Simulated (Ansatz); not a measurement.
Data:

GaSb:
```cif
data_GaSb
_chemical_formula_sum 'Sb1 Ga1'
_space_group_name_H-M_alt 'P 1'
_space_group_IT_number 1
_cell_length_a 4.02776
_cell_length_b 4.02776
_cell_length_c 4.02776
_cell_angle_alpha 60.000
_cell_angle_beta 60.000
_cell_angle_gamma 60.000
loop_
_space_group_symop_operation_xyz
  'x, y, z'
loop_
_atom_site_label
_atom_site_type_symbol
_atom_site_fract_x
_atom_site_fract_y
_atom_site_fract_z
_atom_site_occupancy
Sb1 Sb 0.00000 0.00000 0.00000 1
Ga1 Ga 0.50000 0.50000 0.50000 1
```

This is the PBEsol-relaxed structure.

**Question.** All from PBEsol (plane waves, PAW; program Ansatz), unless another level is named. Estimate the electronic character.

**Answer.** metallic (no gap).

**Question.** And the formation energy from the elements (no fitted shifts)?

**Answer.** 2.6 kJ/mol-atom.

**Question.** What about the density of states at the Fermi level?

**Answer.** 0.52 states/eV per atom (mean over ±0.08 eV).

**Question.** What about the gap with spin–orbit coupling?

**Answer.** none (metallic).

Space group Fm-3m (rock salt). The start of the workflow was typed in or built on a structure type; neither database checked (COD, Materials Project) lists it. It is not the phase usual at ambient conditions (space group No. 216). The PBEsol relaxation kept the symmetry of its start; its stability against distortions is not shown here. The references are the lowest solids computed at this level, not always the standard phases. Spin–orbit coupling is left out wherever it is not named.

Potentials: the earlier of the program's two PAW sets. The files were generated under PBE; for other functionals the program regenerates the frozen cores, and for LDA and PBEsol the local potential too.
